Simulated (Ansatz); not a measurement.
KI:
```
CELL_PARAMETERS angstrom
      0.00000     3.59116     3.59116
      3.59116     0.00000     3.59116
      3.59116     3.59116     0.00000
ATOMIC_POSITIONS crystal
  K  0.00000 0.00000 0.00000
  I  0.50000 0.50000 0.50000
```

Relaxed with PBE.

Map the electron localisation function on the plane through (0.000, 0.000, 0.000) spanned by u = [1, 0, 0] and v = [0, 1, -1] in lattice vectors, from the program Ansatz at the PBE level (PAW).

x is the fraction of u, y of v (the angle between them is 90°; rows are the nearest grid lines); atoms in the plane: K at (0.00, 0.00), I at (0.50, 0.50).
```
|+#@@@%=            =%@@@#+|
|#%@@@#-            -#@@@%#|
|@@@@@*.    ....    .*@@@@@|
|@@@@#-   .:====:.   -#@@@@|
|@@@#=.  .=*####*=.  .=#@@@|
|%#*-.  .=#%%%%%%#=.  .-*#%|
|     .=#%@%%%%%%@%#=.     |
|    .=#%%%######%%%#=.    |
|   .=#%@%##****##%@%#=.   |
|   :*%%%##*=--=*##%%%*:   |
|  .=#%@%#*=:..:=*#%@%#=.  |
|  .=#%%%#*-.==.-*#%%%#=.  |
|  .=#%%%#*-.==.-*#%%%#=.  |
|  .=#%@%#*=:..:=*#%@%#=.  |
|   :*%%%##*=--=*##%%%*:   |
|   .=#%@%##****##%@%#=.   |
|    .=#%%%######%%%#=.    |
|     .=#%@%%%%%%@%#=.     |
|%#*-.  .=#%%%%%%#=.  .-*#%|
|@@@#=.  .=*####*=.  .=#@@@|
|@@@@#-   .:====:.   -#@@@@|
|@@@@@*.    ....    .*@@@@@|
|#%@@@#-            -#@@@%#|
|+#@@@%=            =%@@@#+|
```
Scale: ten equal steps from 0.009 (start of ' ') to 0.879 (end of '@'), in the order ' .:-=+*#%@'; x runs from 0.000 to 1.00, y from 0.000 (bottom) to 1.00 (top).

The density is the valence pseudo-density with augmentation charge, so density and ELF within about 1 Å of a nucleus are not all-electron values.

Space group Fm-3m (rock salt). The PBE relaxation kept the symmetry of its start; phonons on a q-mesh show no instability. Scalar-relativistic: spin–orbit coupling is off unless named, which matters more the heavier the elements.

Potentials: the later of the program's two PAW sets.
